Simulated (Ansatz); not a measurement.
Ga2O3:
Space group C2/m (No. 12); a = 12.278 Å, b = 3.042 Å, c = 5.808 Å, α = γ = 90.00°, β = 103.81°

```
atom  site  symmetry       x       y       z
----  ----  --------  ------  ------  ------
Ga      4i         m  0.0901  0.0000  0.2943
Ga      4i         m  0.3414  0.0000  0.1854
O       4i         m  0.1737  0.0000  0.0646
O       4i         m  0.1628  0.0000  0.6092
O       4i         m  0.0038  0.5000  0.2429
```
(The calculation used a cell of 10 atoms; values per cell refer to that cell.)

This is the HSE06-relaxed structure.

Question: All from DFT-HSE06 in the program Ansatz with PAW potentials, unless another level is named. Estimate the band gap.

Answer: 4.17 eV (smallest direct gap 4.18 eV).

Question: Next, the conduction-band minimum?

Answer: at Γ.

The cell was relaxed with HSE06 under the symmetry of its start. The hybrid was solved on a coarse mesh, the path and, where they were found, the r²SCAN edge points; its band edges are the extreme levels among these. Scalar-relativistic: spin–orbit coupling is off unless named, which matters more the heavier the elements.

Potentials: the later of the program's two PAW sets.
